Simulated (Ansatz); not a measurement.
## Telling polymorphs of Ba6LiNb2IrCl2O12 apart by ³⁵Cl

Computed with Ansatz: DFT, PBE, plane waves and PAW, scalar-relativistic, 420 eV cutoff. Q(³⁵Cl) = -81.12 mb, I = 3/2. The cells come from the Materials Project (computed, not necessarily observed phases), with the atoms as given. Calculated pressures reach 2 GPa in size and forces 0.5 eV/Å in them. Spin–orbit coupling is left out, which moves gradients at and beside heavy atoms (Ba, Ir) by some per cent and at some sites by far more.

Question: Rank the structures by their largest ³⁵Cl |C_Q|, smallest first.
A. P1, 24 atoms in the cell run; Cl sites: (1) 5 Ba at 3.12–3.67 Å. (2) 5 Ba at 3.18–3.65 Å.
B. P3m1, 24 atoms in the cell run; Cl sites: (1) 5 Ba at 3.05–3.59 Å. (2) 5 Ba at 3.24–3.54 Å.
C. Cm, 24 atoms in the cell run; Cl sites: (1) 1 Li at 2.50 Å; also 1 Ba at 3.35 Å. (2) 5 Ba at 3.09–3.94 Å.

Answer: B (0.680 MHz), A (1.48 MHz), C (3.84 MHz).
